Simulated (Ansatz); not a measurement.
WO3:
```cif
data_O3W
_chemical_formula_sum 'W1 O3'
_space_group_name_H-M_alt 'Pm-3m'
_space_group_IT_number 221
_space_group_name_Hall '-P 4 2 3'
_cell_length_a 3.79963
_cell_length_b 3.79963
_cell_length_c 3.79963
_cell_angle_alpha 90.000
_cell_angle_beta 90.000
_cell_angle_gamma 90.000
loop_
_atom_site_label
_atom_site_type_symbol
_atom_site_symmetry_multiplicity
_atom_site_Wyckoff_symbol
_atom_site_fract_x
_atom_site_fract_y
_atom_site_fract_z
_atom_site_occupancy
W1 W 1 a 0.00000 0.00000 0.00000 1
O1 O 3 d 0.00000 0.00000 0.50000 1
```

Relaxed with PBEsol. Independent-particle spectrum: no excitons, no local fields, no scissors shift; 0.1 eV broadening; ε₁ of the summed bands alone.

Q: Tabulate the dielectric function from plane-wave PAW PBEsol (Ansatz code).

A: 

| E (eV) | ε₁ xx | ε₂ xx |
|---|---|---|
| 0.0 | 9.24 | 0.00 |
| 0.4 | 9.40 | 0.00 |
| 0.8 | 9.98 | 0.00 |
| 1.2 | 11.38 | 0.00 |
| 1.6 | 17.66 | 1.38 |
| 2.0 | 9.81 | 10.97 |
| 2.4 | 6.41 | 9.14 |
| 2.8 | 5.20 | 8.04 |
| 3.2 | 4.56 | 7.63 |
| 3.6 | 3.65 | 7.43 |
| 4.0 | 2.82 | 7.36 |
| 4.4 | 2.03 | 7.18 |
| 4.8 | 1.24 | 7.28 |
| 5.2 | -1.01 | 9.01 |
| 5.6 | -3.45 | 2.74 |
| 6.0 | -1.55 | 1.46 |
| 6.4 | 0.11 | 0.30 |
| 6.8 | 2.19 | 1.14 |
| 7.2 | 1.74 | 1.48 |
| 7.6 | 2.20 | 1.48 |
| 8.0 | 2.82 | 1.83 |
| 8.4 | 3.33 | 2.94 |
| 8.8 | 3.07 | 3.82 |
| 9.2 | 1.76 | 5.21 |
| 9.6 | -0.22 | 4.10 |
| 10.0 | -0.38 | 3.23 |
| 10.4 | -0.52 | 2.71 |
| 10.8 | -0.40 | 1.99 |
| 11.2 | -0.11 | 1.64 |
| 11.6 | 0.07 | 1.47 |
| 12.0 | 0.29 | 1.28 |

Q: From ε at 3.6 eV (xx: 3.65 + 7.43i), find n, k, the normal reflectivity and the absorption coefficient.

A: n = 2.44, k = 1.524, R = 31 %, α = 2kE/ħc = 560000 cm⁻¹.

With all bands, ε∞ without local fields is 9.43. DFPT, with local fields, gives 9.20.

The first step of the workflow began from a Materials Project structure, measured or hypothetical; the Crystallography Open Database copy checked does not list it. COD files the formula under space group No. 2, 14, 62, 129, 130, 191. Whether it is the stable phase at ambient conditions was not checked. The PBEsol relaxation kept the symmetry of its start. At this level the phase is dynamically unstable (imaginary phonons). The run is not spin-polarised. No Hubbard U is applied. Spin–orbit coupling is left out wherever it is not named.

Potentials: the earlier of the program's two PAW sets. The files were generated under PBE; for other functionals the program regenerates the frozen cores, and for LDA and PBEsol the local potential too.
